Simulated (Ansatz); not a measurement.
Si7Ge (P-43m), random displacements

Level of theory: Ansatz 0.2.0, DFT r2SCAN, scalar-relativistic, plane waves, PAW. Cutoff 500 eV, Γ-centred 6×6×6 k-points, Gaussian smearing of 0.05 eV. No spin polarisation. Energies are free energies at this smearing, counted from the undisturbed cell; pressure is positive in compression.

Zero of the scan (as given, not relaxed at this level, and it needn't be the usual structure):

```
Si Ge
1.0
     5.46540    0.00000    0.00000
     0.00000    5.46540    0.00000
     0.00000    0.00000    5.46540
Si Ge
7 1
Direct
  0.25262 0.25262 0.25262
  0.00000 0.50000 0.50000
  0.50000 0.50000 0.00000
  0.50000 0.00000 0.50000
  0.74738 0.25262 0.74738
  0.74738 0.74738 0.25262
  0.25262 0.74738 0.74738
  0.00000 0.00000 0.00000
```

The atoms are displaced (Å, in the unstrained cell):

```tsv
atom	ux	uy	uz
Si1	-0.005	-0.106	0.089
Si2	-0.075	0.045	-0.119
Si3	0.052	-0.010	0.077
Si4	-0.004	0.042	0.059
Si5	-0.009	0.087	0.023
Si6	0.043	-0.081	-0.047
Si7	-0.017	-0.006	-0.042
Ge8	0.014	0.030	-0.040
```

Strain (Voigt, engineering shear): (0.0125, -0.0055, -0.0121, 0.0410, 0.0267, -0.0472).

Task: What are the energy change, the stress and the forces?

Result: ΔE = 94.4 meV/atom; stress (xx, yy, zz, yz, xz, xy; compression positive) (0.55, 2.20, 2.87, -4.79, -0.75, 3.98) GPa; gap on the mesh 0.03 eV.
```csv
atom,Fx (eV/Å),Fy,Fz
Si1,-0.55,1.00,-0.67
Si2,2.08,-0.96,1.21
Si3,-1.46,-0.24,-1.01
Si4,1.32,-0.61,-0.49
Si5,-0.10,-0.71,0.23
Si6,-1.23,2.28,0.19
Si7,-0.37,-0.71,0.93
Ge8,0.30,-0.06,-0.39
```

Cost: 1 run of about 2.5 core-minutes, on Intel Xeon Processor @ 2.50GHz (Skylake/Cascade Lake) (shared hosts).